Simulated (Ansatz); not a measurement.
The start is a relaxed AgCl cell deformed by the Cartesian strain tensor (xx, yy, zz, yz, xz, xy) = (-0.013, -0.019, 0.077, -0.008, 0.030, -0.016). Cell shape, volume and atoms are optimised at zero target pressure with r2SCAN (plane waves to 500 eV, PAW, scalar-relativistic; Ansatz, a program for electronic structure). The first steps use a coarse 7×7×7 k-mesh.

Input geometry:
```
AgCl
1.0
    0.03882     2.69905     2.96521
    2.81965    -0.06515     3.06918
    2.69212     2.67548     0.06238
Cl Ag
1 1
Direct
  0.00000   0.00000   0.00000
  0.50000   0.50000   0.50000
```

Task: By how much does the energy per atom fall from start to end?

Result: 0.014 eV/atom.

Task: Is the parent structure recovered?

Result: It relaxes back to the parent, Fm-3m (No. 225).

Task: Is the relaxed structure metallic? Give its gap.

Result: 1.48 eV, indirect (valence top at L, conduction bottom at Γ) (no spin-orbit coupling).

It ends as:

```cif
data_Ag4Cl4
_chemical_formula_sum 'Cl4 Ag4'
_space_group_name_H-M_alt 'Fm-3m'
_space_group_IT_number 225
_space_group_name_Hall '-F 4 2 3'
_cell_length_a 5.54500
_cell_length_b 5.54500
_cell_length_c 5.54500
_cell_angle_alpha 90.000
_cell_angle_beta 90.000
_cell_angle_gamma 90.000
loop_
_atom_site_label
_atom_site_type_symbol
_atom_site_symmetry_multiplicity
_atom_site_Wyckoff_symbol
_atom_site_fract_x
_atom_site_fract_y
_atom_site_fract_z
_atom_site_occupancy
Cl1 Cl 4 a 0.00000 0.00000 0.00000 1
Ag1 Ag 4 b 0.50000 0.50000 0.50000 1
```
(The calculation used a cell of 2 atoms; values per cell refer to that cell.)

Final values are on a 10×10×10 k-mesh of the relaxed cell. No spin polarisation in the result.

The run could not lose the symmetry of its start.

All atoms sit on sites fixed by symmetry, so only the cell could relax.
